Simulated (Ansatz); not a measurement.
Input, command and steps of an Ansatz relaxation.

```yaml
crystal:
  lattice:
    - [4.9042342213, 0.0, 0.0]
    - [-2.4521171107, 4.2471914218, 0.0]
    - [0.0, 0.0, 5.2952695081]
  atoms:
    - { symbol: Cs, position: [0.3333333333, 0.6666666667, 0.5] }
    - { symbol: Cs, position: [0.6666666667, 0.3333333333, 0.5] }
    - { symbol: "Y", position: [0.0, 0.0, 0.0] }
basis:
  ecutwfc: 420
kpoints:
  mp_grid: { grid: [6, 6, 4] }
hamiltonian:
  xc: pbe
scf:
  occupations: { method: gaussian, width: 0.1 }
  lower_state_search: "off"
output:
  forces: true
  stress: true
  eigenvalues: true
relax:
  adjacent_minimum: "off"
  f_tol: 0.04
  max_steps: 70
  cell: { stress_tol: 0.4 }
```

```bash
ansatz run input.yaml --threads 1 --pin off --max-ram 2560MiB --backend cpu --events-out ev --progress --plain --runs-dir out
```

All numbers below come from DFT PBE, scalar-relativistic, plane waves, PAW in Ansatz 0.2.0.

Of 15 frames 10 are shown, positions in Å and forces in eV/Å; the SCF threshold varies from step to step. Steps run on the plane waves of an earlier cell, with a Pulay correction in the pressure. The basis is chosen afresh for the last frame, the zero of the energies, and at times for earlier ones too; energy and pressure step there, also at an unchanged geometry. Here that happened at step 12 (-81 meV/atom, 1.3 GPa); the frames before carry an error of that size.

```xyz
3
Lattice="4.9042 0.0000 0.0000 -2.4521 4.2472 0.0000 0.0000 0.0000 5.2953" Properties=species:S:1:pos:R:3:forces:R:3 pbc="T T T" step=1 free_energy_over_end_meV_per_atom=1366.82 pressure_GPa=15.90
Cs    0.0000    2.8315    2.6476    0.0000    0.0000    0.0000
Cs    2.4521    1.4157    2.6476    0.0000    0.0000    0.0000
Y     0.0000    0.0000    0.0000    0.0000    0.0000    0.0000
3
Lattice="5.3851 0.0000 0.0000 -2.6926 4.6636 0.0000 0.0000 0.0000 5.3348" Properties=species:S:1:pos:R:3:forces:R:3 pbc="T T T" step=3 free_energy_over_end_meV_per_atom=679.27 pressure_GPa=6.07
Cs    0.0000    3.1091    2.6674    0.0000    0.0000    0.0000
Cs    2.6926    1.5545    2.6674    0.0000    0.0000    0.0000
Y     0.0000    0.0000    0.0000    0.0000    0.0000    0.0000
3
Lattice="5.6257 0.0000 0.0000 -2.8128 4.8720 0.0000 0.0000 0.0000 5.3331" Properties=species:S:1:pos:R:3:forces:R:3 pbc="T T T" step=4 free_energy_over_end_meV_per_atom=500.57 pressure_GPa=3.64
Cs    0.0000    3.2480    2.6665    0.0000    0.0000    0.0000
Cs    2.8128    1.6240    2.6665    0.0000    0.0000    0.0000
Y     0.0000    0.0000    0.0000    0.0000    0.0000    0.0000
3
Lattice="6.1161 0.0000 0.0000 -3.0580 5.2967 0.0000 0.0000 0.0000 4.8894" Properties=species:S:1:pos:R:3:forces:R:3 pbc="T T T" step=6 free_energy_over_end_meV_per_atom=285.96 pressure_GPa=1.62
Cs    0.0000    3.5311    2.4447    0.0000    0.0000    0.0000
Cs    3.0580    1.7656    2.4447    0.0000    0.0000    0.0000
Y     0.0000    0.0000    0.0000    0.0000    0.0000    0.0000
3
Lattice="6.3550 0.0000 0.0000 -3.1775 5.5036 0.0000 0.0000 0.0000 4.6931" Properties=species:S:1:pos:R:3:forces:R:3 pbc="T T T" step=7 free_energy_over_end_meV_per_atom=221.93 pressure_GPa=1.06
Cs    0.0000    3.6691    2.3466    0.0000    0.0000    0.0000
Cs    3.1775    1.8345    2.3466    0.0000    0.0000    0.0000
Y     0.0000    0.0000    0.0000    0.0000    0.0000    0.0000
3
Lattice="6.7981 0.0000 0.0000 -3.3990 5.8873 0.0000 0.0000 0.0000 4.2232" Properties=species:S:1:pos:R:3:forces:R:3 pbc="T T T" step=9 free_energy_over_end_meV_per_atom=139.99 pressure_GPa=0.03
Cs    0.0000    3.9249    2.1116    0.0000    0.0000    0.0000
Cs    3.3990    1.9624    2.1116    0.0000    0.0000    0.0000
Y     0.0000    0.0000    0.0000    0.0000    0.0000    0.0000
3
Lattice="6.9102 0.0000 0.0000 -3.4551 5.9844 0.0000 0.0000 0.0000 3.9651" Properties=species:S:1:pos:R:3:forces:R:3 pbc="T T T" step=10 free_energy_over_end_meV_per_atom=124.65 pressure_GPa=-0.13
Cs    0.0000    3.9896    1.9826    0.0000    0.0000    0.0000
Cs    3.4551    1.9948    1.9826    0.0000    0.0000    0.0000
Y     0.0000    0.0000    0.0000    0.0000    0.0000    0.0000
3
Lattice="6.9443 0.0000 0.0000 -3.4721 6.0139 0.0000 0.0000 0.0000 3.8192" Properties=species:S:1:pos:R:3:forces:R:3 pbc="T T T" step=12 free_energy_over_end_meV_per_atom=43.08 pressure_GPa=1.28
Cs    0.0000    4.0093    1.9096    0.0000    0.0000    0.0000
Cs    3.4721    2.0046    1.9096    0.0000    0.0000    0.0000
Y     0.0000    0.0000    0.0000    0.0000    0.0000    0.0000
3
Lattice="7.1895 0.0000 0.0000 -3.5948 6.2263 0.0000 0.0000 0.0000 3.8817" Properties=species:S:1:pos:R:3:forces:R:3 pbc="T T T" step=13 free_energy_over_end_meV_per_atom=12.03 pressure_GPa=0.58
Cs    0.0000    4.1509    1.9409    0.0000    0.0000    0.0000
Cs    3.5948    2.0754    1.9409    0.0000    0.0000    0.0000
Y     0.0000    0.0000    0.0000    0.0000    0.0000    0.0000
3
Lattice="7.4275 0.0000 0.0000 -3.7138 6.4324 0.0000 0.0000 0.0000 3.8975" Properties=species:S:1:pos:R:3:forces:R:3 pbc="T T T" step=15 free_energy_over_end_meV_per_atom=0.00 pressure_GPa=0.14
Cs    0.0000    4.2883    1.9488    0.0000    0.0000    0.0000
Cs    3.7138    2.1441    1.9488    0.0000    0.0000    0.0000
Y     0.0000    0.0000    0.0000    0.0000    0.0000    0.0000
```

The start puts this composition into another compound's structure type, which needn't suit it. The cell swells from 36.8 to 62.1 Å³ an atom, so the end can be far from any stable crystal. At the end the space group is P6/mmm (tolerance 0.05 Å).

It took 51 s on 1 thread of Arm Neoverse V2 (shared host), peak memory 0.43 GiB.

The k mesh is coarse.